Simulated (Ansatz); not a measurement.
Relaxed-ion elastic tensor of TaW (rock salt, space group No. 225) in GPa (Voigt order), r²SCAN (plane waves, PAW; program Ansatz); density 15.88 g/cm³, 19.08 Å³ per atom.

```
  508   26.7   26.7    0.0    0.0    0.0
 26.7    508   26.7    0.0    0.0    0.0
 26.7   26.7    508    0.0    0.0    0.0
  0.0    0.0    0.0  -91.1    0.0    0.0
  0.0    0.0    0.0    0.0  -91.1    0.0
  0.0    0.0    0.0    0.0    0.0  -91.1
```

Question: Is the crystal mechanically stable?

Answer: No: the smallest eigenvalue of C is -91.1 GPa.

Space group Fm-3m (rock salt). The start of the workflow was typed in or built on a structure type; neither database checked (COD, Materials Project) lists it. Whether it is the stable phase at ambient conditions was not checked. The cell was relaxed with r²SCAN under the symmetry of its start. At this level the phase is mechanically unstable. No spin polarisation was allowed. Its formation energy is positive at this level, so the cell may be metastable or incomplete. As this level gives no gap, shear constants depend on the k-mesh and smearing (Fermi–Dirac, 0.1 eV here). Spin–orbit coupling is left out wherever it is not named.

Potentials: the later of the program's two PAW sets.
